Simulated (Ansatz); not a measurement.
SnMo2C in space group P6_3/mmc (No. 194; Sn on 2d, Mo on 4f, C on 2a) under volume change, DFT-r²SCAN in the program Ansatz with PAW potentials, shape and atoms relaxed at each volume.

```csv
V (Å³/atom),E − E(relaxed) (meV/atom),P (GPa)
13.396,88.1,23.26
13.838,36.9,14.17
14.279,8.7,6.49
14.721,0.0,0.00
15.163,7.7,-5.38
15.604,(withheld),(withheld)
16.046,(withheld),(withheld)
```

Q: Complete the blanks.

A: 
- 16.046, E − E(relaxed) (meV/atom): 61.1
- 16.046, P (GPa): -13.43
- 15.604, E − E(relaxed) (meV/atom): 28.8
- 15.604, P (GPa): -9.84

Q: What does a third-order Birch–Murnaghan fit give for V₀, B₀ and B′?

A: V₀ = 14.72 Å³/atom, B₀ = 195 GPa, B′ = 5.0.

The start of the workflow was typed in or built on a structure type; neither database checked (COD, Materials Project) lists it. Whether it is the stable phase at ambient conditions was not checked. The cell was relaxed with r²SCAN under the symmetry of its start; whether a distortion lowers the energy is not shown. The run is not spin-polarised. Spin–orbit coupling is left out wherever it is not named.

Potentials: the later of the program's two PAW sets.
